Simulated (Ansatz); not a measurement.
What settings do to one calculation: wurtzite alloy of GaAs and GaP (6 of 8 As sites exchanged), 16 atoms with displaced atoms

Ansatz (PAW, plane waves), atoms fixed. The base input:

```yaml
crystal:
  lattice:
    - [7.744654, 0.000000, 0.000000]
    - [-0.000001, 6.707068, 0.000000]
    - [0.000000, 0.000000, 6.379485]
  atoms:
    - { symbol: Ga, position: [0.996493, 0.333001, 0.000845] }
    - { symbol: Ga, position: [0.498003, 0.349636, 0.017021] }
    - { symbol: Ga, position: [0.254955, 0.835398, 0.008689] }
    - { symbol: Ga, position: [0.746313, 0.835589, 0.007832] }
    - { symbol: Ga, position: [0.247117, 0.156632, 0.519727] }
    - { symbol: Ga, position: [0.985153, 0.664112, 0.505594] }
    - { symbol: Ga, position: [0.744993, 0.174738, 0.503272] }
    - { symbol: Ga, position: [0.491914, 0.659409, 0.480617] }
    - { symbol: P, position: [0.993836, 0.336848, 0.396960] }
    - { symbol: P, position: [0.516821, 0.335985, 0.382104] }
    - { symbol: P, position: [0.750691, 0.842442, 0.373627] }
    - { symbol: P, position: [0.253893, 0.194495, 0.890528] }
    - { symbol: P, position: [0.009650, 0.683697, 0.898008] }
    - { symbol: P, position: [0.738146, 0.164000, 0.876195] }
    - { symbol: As, position: [0.256360, 0.836552, 0.358668] }
    - { symbol: As, position: [0.485660, 0.657421, 0.849821] }
kpoints:
  mp_grid: { grid: [2, 2, 2], shift: [0.5, 0.5, 0.5] }
hamiltonian:
  xc: pbesol
scf:
  occupations: { method: fermi_dirac, width: 0.01 }
output:
  forces: true
  eigenvalues: true
  stress: true
  populations: true
```

Command:

```sh
ansatz run in.yaml --threads 7 --pin off --max-ram 13300MiB --runs-dir r --events-out ev --progress --plain
```

It converged in 8 iterations and 3.5 s of wall time on 7 threads of a Neoverse-V2 processor, on a host shared with other runs; peak host memory 1.1 GiB; largest force component 2.12 eV/Å, pressure 0.97 GPa. The cutoff was the default, 420 eV. The base isn't a converged reference: it has few k points, and its atoms are unrelaxed. Each run below changes the keys shown and caps the iterations.

```
run                                                                                      changed         ending  iterations  free energy less the base (meV per atom)  rms change of forces (eV/Å)  change of pressure (GPa)  wall time (s, shared host)
  1                                                 width 0.001 eV, mixing beta 0.6, max_iter 80      converged           8                                       0.0                        0.000                      0.00                     2.8 CPU
  2                                                        mixing algorithm broyden, max_iter 60      converged           8                                       0.0                        0.000                      0.00                     2.7 CPU
  3                                                               dr2_threshold 0.01, max_iter 6      converged           3                                       0.1                        0.001                     -0.01                     2.5 CPU
  4                                       ecutwfc 120 eV, mixing algorithm anderson, max_iter 70      converged          12                                   53755.3                        3.119                    -12.93                     1.1 CPU
  5                                                  accuracy high, max_iter 90, total_charge -2      converged          14                                other zero                        0.253                     -0.33                     4.3 CPU
  6                  occupations gaussian, ecutrho_ratio 1, initial_magnetization 4, max_iter 60      converged          15                                    -911.6                        0.829                     24.27                     8.7 CPU
  7                                                        mixing algorithm linear, max_iter 100        refused           –                                         –                            –                         –                           –
  8  xc_grid 3 (2 is the default), accuracy low, max_iter 90, k points a 1×1×2 mesh centred on Γ      converged           9                                     250.9                        0.364                      0.81                     1.3 CPU
  9                                                                  mixing beta 0.4, max_iter 4  not converged           –                                         –                            –                         –                           –
 10                                              max_iter 90, k points a 3×3×3 mesh centred on Γ      converged           8                                      15.2                        0.048                      0.07                     8.6 CPU
```

«Other zero»: another functional, charge or dispersion term moves the zero of energy, so the difference says nothing of accuracy.

Which changes leave the result alone, and which of the same physical model moves the forces most?

The forces move by under 0.002 eV/Å in runs 1, 2, 3. Run 4 (ecutwfc 120 eV, mixing algorithm anderson, max_iter 70) moves them most among the runs with the same functional, charge and dispersion term, by 3.119 eV/Å.

Why did some runs give no result?

- run 7: YAML parse error: error: line 30 column 24: unknown variant `linear`, expected one of auto, anderson, broyden, msr1
- run 9: did not converge after 4 iterations: dr2 = 3.40e-4 (threshold 1.00e-7), under the density mixer `msr1`, which `scf.mixing.algorithm: auto` chose by the deck's other keys (type `scf.mixing.algorithm: msr1` to keep it);
